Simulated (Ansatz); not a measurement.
**Does relaxation matter for the field gradients of ZnO with Br replacing O?**

Start: a supercell of ZnO (wurtzite type, P6_3mc) built from an entry of the Crystallography Open Database (COD), with all atoms left at the host's positions.

```
CELL_PARAMETERS angstrom
6.49862 0.00000 0.00000
-4.87396 8.44195 0.00000
0.00000 0.00000 10.41142
ATOMIC_POSITIONS crystal
Zn 0.16667 0.22222 0.25000
Zn 0.16667 0.22222 0.75000
Zn 0.16667 0.55556 0.25000
Zn 0.16667 0.55556 0.75000
Zn 0.16667 0.88889 0.25000
Zn 0.16667 0.88889 0.75000
Zn 0.66667 0.22222 0.25000
Zn 0.66667 0.22222 0.75000
Zn 0.66667 0.55556 0.25000
Zn 0.66667 0.55556 0.75000
Zn 0.66667 0.88889 0.25000
Zn 0.66667 0.88889 0.75000
Zn 0.33333 0.11111 0.00000
Zn 0.33333 0.11111 0.50000
Zn 0.33333 0.44444 0.00000
Zn 0.33333 0.44444 0.50000
Zn 0.33333 0.77778 0.00000
Zn 0.33333 0.77778 0.50000
Zn 0.83333 0.11111 0.00000
Zn 0.83333 0.11111 0.50000
Zn 0.83333 0.44444 0.00000
Zn 0.83333 0.44444 0.50000
Zn 0.83333 0.77778 0.00000
Zn 0.83333 0.77778 0.50000
Br 0.33333 0.11111 0.18951
O 0.33333 0.11111 0.68951
O 0.33333 0.44444 0.18951
O 0.33333 0.44444 0.68951
O 0.33333 0.77778 0.18951
O 0.33333 0.77778 0.68951
O 0.83333 0.11111 0.18951
O 0.83333 0.11111 0.68951
O 0.83333 0.44444 0.18951
O 0.83333 0.44444 0.68951
O 0.83333 0.77778 0.18951
O 0.83333 0.77778 0.68951
O 0.16667 0.22222 0.43950
O 0.16667 0.22222 0.93951
O 0.16667 0.55556 0.43950
O 0.16667 0.55556 0.93951
O 0.16667 0.88889 0.43950
O 0.16667 0.88889 0.93951
O 0.66667 0.22222 0.43950
O 0.66667 0.22222 0.93951
O 0.66667 0.55556 0.43950
O 0.66667 0.55556 0.93951
O 0.66667 0.88889 0.43950
O 0.66667 0.88889 0.93951
```

Atoms are numbered from 1 in the order listed; like atoms form one site, named after its first atom.

Method: Kohn–Sham DFT in Ansatz, PBE, plane waves and PAW, scalar-relativistic, 420 eV cutoff, Γ-centred 3×2×2 k-points, Fermi–Dirac smearing 0.01 eV, cell charge +1.

The largest force at the start is 8.7 eV/Å. Relaxing the ions at fixed cell moves them by 0.602 Å at most (atom 13, Zn) and 0.149 Å rms.

```csv
site,atom,moved (Å),first shell before,first shell after,V_zz before (10²¹ V/m²),η before
Zn1,1,0.345,"3 O at 1.97–1.98 Å, 1 Br at 1.98 Å","3 O at 1.92–1.94 Å, 1 Br at 2.39 Å",0.56,0.10
Zn5,5,0.488,"3 O at 1.97–1.98 Å, 1 Br at 1.98 Å","3 O at 1.92–1.93 Å, 1 Br at 2.44 Å",0.16,0.30
Zn7,7,0.370,"3 O at 1.97–1.98 Å, 1 Br at 1.98 Å","3 O at 1.92–1.95 Å, 1 Br at 2.40 Å",0.56,0.09
Zn13,13,0.602,"1 Br at 1.97 Å, 3 O at 1.98 Å","3 O at 1.93 Å, 1 Br at 2.48 Å; also 1 O at 2.58 Å",-0.080,0.16
Zn15,15,0.041,4 O at 1.97–1.98 Å,4 O at 1.96–1.99 Å,0.51,0.78
Zn19,19,0.032,4 O at 1.97–1.98 Å,4 O at 1.97–1.99 Å,0.70,0.82
Br,25,0.116,4 Zn at 1.97–1.98 Å,4 Zn at 2.39–2.48 Å,-1.22,0.70
O29,29,0.026,4 Zn at 1.97–1.98 Å,4 Zn at 1.93–1.98 Å,0.73,0.97
O31,31,0.029,4 Zn at 1.97–1.98 Å,4 Zn at 1.94–1.99 Å,0.84,0.93
O37,37,0.115,4 Zn at 1.97–1.98 Å,4 Zn at 1.92–1.99 Å,0.55,0.74
O38,38,0.099,4 Zn at 1.97–1.98 Å,4 Zn at 1.93–1.99 Å,0.73,0.61
O39,39,0.016,4 Zn at 1.97–1.98 Å,4 Zn at 1.97–1.98 Å,0.13,0.15
O41,41,0.124,4 Zn at 1.97–1.98 Å,4 Zn at 1.93–1.99 Å,0.50,0.65
O42,42,0.109,4 Zn at 1.97–1.98 Å,4 Zn at 1.93–1.99 Å,0.73,0.63
O44,44,0.095,4 Zn at 1.97–1.98 Å,4 Zn at 1.93–1.99 Å,0.73,0.61
O46,46,0.036,4 Zn at 1.97–1.98 Å,4 Zn at 1.96–1.97 Å,-0.28,0.84
```

Question: How do the gradients change?

Answer: 

```
site  atom  V_zz after  η after  change of V_zz
 Zn1     1        9.49     0.15               –
 Zn5     5       11.45     0.06               –
 Zn7     7        9.65     0.16               –
Zn13    13       11.14     0.01               –
Zn15    15        1.72     0.16           +1.21
Zn19    19        1.22     0.58           +0.52
  Br    25        2.48     0.83               –
 O29    29        2.58     0.60               –
 O31    31        3.68     0.74               –
 O37    37        1.78     0.78           +1.23
 O38    38        2.60     0.97           +1.87
 O39    39       -0.22     0.88           -0.35
 O41    41        2.37     0.85               –
 O42    42       -2.58     0.90               –
 O44    44        2.61     0.96               –
 O46    46       -0.38     0.20           -0.10
```

The largest change of V_zz along a kept axis is on O38, from 0.73 to 2.60. The whole tensor moves most on Zn5, by 11.52 along its most changed direction. Small gradients that grow severalfold: Zn5 (0.16 to 11.45), Zn13 (-0.080 to 11.14), Zn23 (0.45 to 1.47), Zn17 (0.45 to 1.42) and 6 more sites. Where |V_zz| stays above 0.1 and the axes keep their order, η moves most on O39, from 0.15 to 0.88. On O37, Zn3, O48, O26 (not all in the table) V_xx and V_yy change places (or their axes turn by over 50°), so the two values of η hide a larger change. V_zz changes sign on O39 (axis turned by 17°), Zn3 (axis turned by 38°), Zn12 (axis turned by 32°), Zn4 (axis turned by 22°) (not all in the table). On Br, O31, O42, O29, O44, Zn7, Zn1, O41 and 22 more sites (not all in the table) the largest principal value lies along another axis in the second run, so the two V_zz can't be compared directly. The table leaves out 32 of the 48 sites, with |V_zz| up to 2.68; their tensors move by 2.38 at most along any direction. The statements above cover all sites. The host's own positions weren't relaxed first, so part of the change far from the defect can be the host's relaxation.

The defect repeats with the cell of 48 atoms, so it feels its images: sites between two images don't show the values beside a lone defect, and zeros or small values of η there can come from the images' arrangement. O and Zn carry a gradient in the pure host already, so the values there aren't the defect's effect alone. A uniform background compensates the cell's charge. With a gap of 0.8 eV on this mesh, small gradients can still move by 0.1 × 10²¹ V/m² or more as the k-mesh gets denser.
Before: The cell keeps the host's lattice, where the PBE pressure is 11 GPa (in a charged cell this depends on the convention for the mean potential). The neighbours have not yet relaxed around the defect (largest force 8.7 eV/Å), so the values at and beside it are those of a strained start, not of the defect in a real crystal.
After: The cell keeps the host's lattice, where the PBE pressure is 9 GPa (in a charged cell this depends on the convention for the mean potential).
